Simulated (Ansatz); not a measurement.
Mg₂Ge:
```xyz
3
Lattice="0.0000 3.2105 3.2105 3.2105 0.0000 3.2105 3.2105 3.2105 0.0000" Properties=species:S:1:pos:R:3 pbc="T T T"
Ge     0.0000     0.0000     0.0000
Mg     1.6052     1.6052     1.6052
Mg     4.8157     4.8157     4.8157
```

Relaxed with PBE. Special points in fractions of this cell's reciprocal vectors: Γ (0.000, 0.000, 0.000); X (0.500, 0.000, 0.500); U (0.625, 0.250, 0.625); K (0.375, 0.375, 0.750); L (0.500, 0.500, 0.500); W (0.500, 0.250, 0.750).

Question: List the band energies nearest the valence-band maximum at these points for DFT-PBE with spin–orbit coupling in the program Ansatz with PAW potentials.

Answer: In eV from the valence-band maximum; about four levels below and three above (degenerate sets whole), none deeper than 8.9 eV; points with the same levels are listed once.

```csv
k,below,above
Γ,0.00 0.00 0.00 0.00,0.88 0.88 2.71 2.71
X,-2.08 -2.08 -2.01 -2.01,0.09 0.09 0.45 0.45
U,-3.53 -3.53 -1.72 -1.72,0.63 0.63 3.01 3.01
L,-0.85 -0.85 -0.74 -0.74,0.87 0.87 2.67 2.67 2.67 2.67
W,-3.68 -3.68 -2.72 -2.72,2.70 2.70 3.61 3.61
```

Space group Fm-3m (anti-fluorite). Symmetry was held in the PBE relaxation; of distortions, only those at the zone centre were tested.

Potentials: the later of the program's two PAW sets.
